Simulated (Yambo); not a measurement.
Yambo input for SiC (2H, space group P6_3mc, No. 186) under biaxial strain of +2 % along x and y, z relaxed (a = 3.1377 Å, b = 3.1377 Å, c = 5.0287 Å, α = 90.00°, β = 90.00°, γ = 120.00°), on PBEsol (pw.x of Quantum ESPRESSO, ONCV potentials, no spin-orbit coupling) wavefunctions on a 15×15×8 mesh:

```
optics
chi
dipoles
kernel
FFTGvecs= 40 Ry
Chimod= "HARTREE"
NGsBlkXd= 4 Ry
% QpntsRXd
 1 | 1 |
%
% BndsRnXd
 1 | 31 |
%
GrFnTpXd= "R"
% EnRngeXd
 0.0 | 20.0 | eV
%
% DmRngeXd
 0.2 | 0.2 | eV
%
CGrdSpXd= 50
ETStpsXd= 161
% LongDrXd
 0.0 | 0.0 | 1.0 |
%
```

First lines of the file o-*.eps_q1_inv_rpa_dyson:

```
Absorption @ Q(1):   0.00000000     0.00000000     1.00000000    [q->0 direction]
#
# [ X ] Hartree size     :   43
# [GEN] GF Energies     : Perdew, Burke & Ernzerhof SOL(X)+Perdew, Burke & Ernzerhof SOL(C)
# [GEN] Green`s Function     : Retarded
#
# [GEN] Gauge     : Length
# [GEN] [r,Vnl] included     : yes
#
#    E[1] [eV]     Im(eps)     Re(eps)     Im(eps_o)     Re(eps_o)
#
     0.000000     0.10084E-14     7.233559     -0.15649E-17     7.604264
     0.125000     0.006663     7.235632     0.007158     7.606491
     0.250000     0.013360     7.241860     0.014352     7.613181
     0.375000     0.020122     7.252274     0.021616     7.624369
     0.500000     0.026984     7.266926     0.028988     7.640108
     0.625000     0.033983     7.285887     0.036506     7.660478
     0.750000     0.041155     7.309255     0.044210     7.685580
     0.875000     0.048541     7.337147     0.052143     7.715542
     1.000000     0.056185     7.369709     0.060353     7.750520
     1.125000     0.064133     7.407114     0.068889     7.790700
     1.250000     0.072439     7.449567     0.077809     7.836301
     1.375000     0.081162     7.497304     0.087176     7.887577
     1.500000     0.090368     7.550602     0.097059     7.944824
     1.625000     0.100131     7.609781     0.107540     8.008384
     1.750000     0.110540     7.675209     0.118712     8.078653
     1.875000     0.121694     7.747312     0.130681     8.156084
     2.000000     0.133711     7.826581     0.143572     8.241205
     2.125000     0.146730     7.913584     0.157533     8.334623
     2.250000     0.160915     8.008982     0.172739     8.437042
     2.375000     0.176465     8.113543     0.189402     8.549284
     2.500000     0.193623     8.228168     0.207778     8.672308
     2.625000     0.212686     8.353915     0.228183     8.807244
     2.750000     0.234026     8.492043     0.251010     8.955429
     2.875000     0.258115     8.644052     0.276756     9.118462
     3.000000     0.285557     8.811755     0.306059     9.298266
     3.125000     0.317145     8.997362     0.339754     9.497186
     3.250000     0.353942     9.203602     0.378956     9.718113
     3.375000     0.397406     9.433895     0.425192     9.964662
     3.500000     0.449595     9.692593     0.480618     10.24143
     3.625000     0.513526     9.985343     0.548381     10.55436
     3.750000     0.593805     10.31962     0.633281     10.91132
     3.875000     0.697858     10.70554     0.743038     11.32291
     4.000000     0.838454     11.15693     0.890910     11.80362
```
(The file goes on to the top of the energy range.) Convergence of the RPA response with its 15×15×8 mesh was not tested.
